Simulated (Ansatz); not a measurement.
InAs:
```
InAs
1.0
    7.52324     0.00000     0.00000
    0.00000     7.52324     0.00000
    0.00000     0.00000     7.52324
In As
6 6
Direct
  0.25000   0.00000   0.50000
  0.50000   0.25000   0.00000
  0.50000   0.75000   0.00000
  0.75000   0.00000   0.50000
  0.00000   0.50000   0.75000
  0.00000   0.50000   0.25000
  0.25000   0.50000   0.00000
  0.00000   0.25000   0.50000
  0.00000   0.75000   0.50000
  0.75000   0.50000   0.00000
  0.50000   0.00000   0.75000
  0.50000   0.00000   0.25000
```

Relaxed with r²SCAN.

Task: Map the electron localisation function on the plane through (0.250, 0.000, 0.500) spanned by u = [1, 0, 0] and v = [0, 1, 0] in lattice vectors, from plane-wave PAW r²SCAN (Ansatz code).

Result: x is the fraction of u, y of v (the angle between them is 90°; rows are the nearest grid lines); atoms in the plane: In at (0.00, 0.00), In at (0.50, 0.00), As at (0.75, 0.25), As at (0.75, 0.75).
```
y \ x   0.000  0.0789  0.184  0.263  0.368  0.447  0.553  0.632  0.737  0.816  0.921   1.00
------  -----  ------  -----  -----  -----  -----  -----  -----  -----  -----  -----  -----
1.00    0.016   0.113  0.185  0.111  0.218  0.018  0.018  0.218  0.111  0.185  0.113  0.016
0.921   0.119   0.262  0.163  0.088  0.207  0.208  0.187  0.263  0.540  0.532  0.218  0.119
0.842   0.212   0.217  0.085  0.045  0.177  0.216  0.315  0.771  0.556  0.701  0.497  0.212
0.763   0.354   0.112  0.025  0.016  0.053  0.160  0.644  0.687  0.082  0.300  0.727  0.354
0.684   0.235   0.033  0.005  0.004  0.010  0.067  0.484  0.630  0.296  0.541  0.584  0.235
0.605   0.073   0.010  0.001  0.001  0.002  0.021  0.200  0.493  0.638  0.606  0.295  0.073
0.526   0.015   0.003  0.000  0.000  0.001  0.006  0.034  0.086  0.156  0.130  0.048  0.015
0.474   0.015   0.003  0.000  0.000  0.001  0.006  0.034  0.086  0.156  0.130  0.048  0.015
0.395   0.073   0.010  0.001  0.001  0.002  0.021  0.200  0.493  0.638  0.606  0.295  0.073
0.316   0.235   0.033  0.005  0.004  0.010  0.067  0.484  0.630  0.296  0.541  0.584  0.235
0.237   0.354   0.112  0.025  0.016  0.053  0.160  0.644  0.687  0.082  0.300  0.727  0.354
0.158   0.212   0.217  0.085  0.045  0.177  0.216  0.315  0.771  0.556  0.701  0.497  0.212
0.0789  0.119   0.262  0.163  0.088  0.207  0.208  0.187  0.263  0.540  0.532  0.218  0.119
0.000   0.016   0.113  0.185  0.111  0.218  0.018  0.018  0.218  0.111  0.185  0.113  0.016
```

The density is the valence pseudo-density with augmentation charge, so density and ELF within about 1 Å of a nucleus are not all-electron values.

Space group Pm-3n. The start of the workflow was typed in or built on a structure type; neither database checked (COD, Materials Project) lists it. It is not the phase usual at ambient conditions (space group No. 216). The cell was relaxed with r²SCAN under the symmetry of its start; whether a distortion lowers the energy is not shown. The volume moved by 26 % from the start of the relaxation.

Potentials: the earlier of the program's two PAW sets. The files were generated under PBE; for other functionals the program regenerates the frozen cores, and for LDA and PBEsol the local potential too.
